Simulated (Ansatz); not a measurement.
Relaxed-ion elastic tensor of Pt3W (Cu3Au type, Pm-3m) in GPa (Voigt order), PBEsol in the plane-wave PAW code Ansatz; density 21.16 g/cm³, 15.09 Å³ per atom.

```
404  258  258  0.0  0.0  0.0
258  404  258  0.0  0.0  0.0
258  258  404  0.0  0.0  0.0
0.0  0.0  0.0  112  0.0  0.0
0.0  0.0  0.0  0.0  112  0.0
0.0  0.0  0.0  0.0  0.0  112
```

Question: Is the crystal mechanically stable?

Answer: Yes: the smallest eigenvalue of C is 112 GPa.

Question: Work out the Voigt, Reuss and Hill averages.

Answer: K_V = 307, K_R = 307, K_H = 307; G_V = 96.4, G_R = 92.3, G_H = 94.3 GPa.

Question: Give Young's modulus, Poisson's ratio, Pugh's ratio and the universal anisotropy index.

Answer: E = 9KG/(3K + G) = 257 GPa; ν = 0.36; K/G = 3.26 (ductile by the Pugh limit of 1.75); A_U = 5G_V/G_R + K_V/K_R − 6 = 0.22.

Question: Estimate the sound speeds and the Debye temperature.

Answer: v_l = √((K + 4G/3)/ρ) = 4520 m/s, v_t = √(G/ρ) = 2110 m/s, mean 2380 m/s; Θ = (h/k)(3n/4πV)^(1/3) v_m = 286 K.

Question: Give the Zener ratio and Young's modulus along [100], [110] and [111].

Answer: A = 2C44/(C11 − C12) = 1.54; 1/E = S11 − 2(S11 − S12 − S44/2)Γ with Γ = 0, 1/4, 1/3 gives 203, 268, 300 GPa.

Question: Solve the Christoffel equation for the three sound speeds along [100], [110], [111].

Answer: Eigenvalues of C_ijkl n_j n_l equal ρv². In km/s, slowest first: [100] 2.30, 2.30, 4.37; [110] 1.86, 2.30, 4.58; [111] 2.02, 2.02, 4.65.

The cell is a constructed one: a structure type filled with these elements; neither database checked (COD, Materials Project) lists it. Its standing as an ambient phase is unchecked. Symmetry was held in the PBEsol relaxation; whether a distortion lowers the energy is not shown. No spin polarisation was allowed. As this level gives no gap, shear constants depend on the k-mesh and smearing (Fermi–Dirac, 0.1 eV here). Scalar-relativistic: spin–orbit coupling is off unless named, which matters more the heavier the elements.

Potentials: the earlier of the program's two PAW sets. The files were generated under PBE; for other functionals the program regenerates the frozen cores, and for LDA and PBEsol the local potential too.
